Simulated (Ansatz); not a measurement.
BN (rock salt, space group No. 225) at seven volumes, the program Ansatz at the PBE level (PAW), scaled uniformly. One row is withheld.

| V (Å³/atom) | P (GPa) |
|---|---|
| 4.891 | ? |
| 5.053 | 26.49 |
| 5.214 | 12.28 |
| 5.375 | 0.02 |
| 5.536 | -10.57 |
| 5.698 | -19.71 |
| 5.859 | -27.61 |

Task: Fit the shown pressures and predict the withheld one.

Result: P = (3/2)B₀(x^(7/2) − x^(5/2))[1 + (3/4)(B′ − 4)(x − 1)] with x = (V₀/V)^(2/3). Least squares on the six rows gives V₀ = 5.375 Å³/atom, B₀ = 379 GPa, B′ = 3.93. At V = 4.891, x = 1.0649 and P = 43.05 GPa. The run itself gave 42.94 GPa.

Space group Fm-3m (rock salt). A made-up cell: these elements were put on the sites of a structure type; neither database checked (COD, Materials Project) lists it. It is not the phase usual at ambient conditions (space group No. 186, 194, 216). The cell was relaxed with PBE under the symmetry of its start; whether a distortion lowers the energy is not shown.

Potentials: the later of the program's two PAW sets.
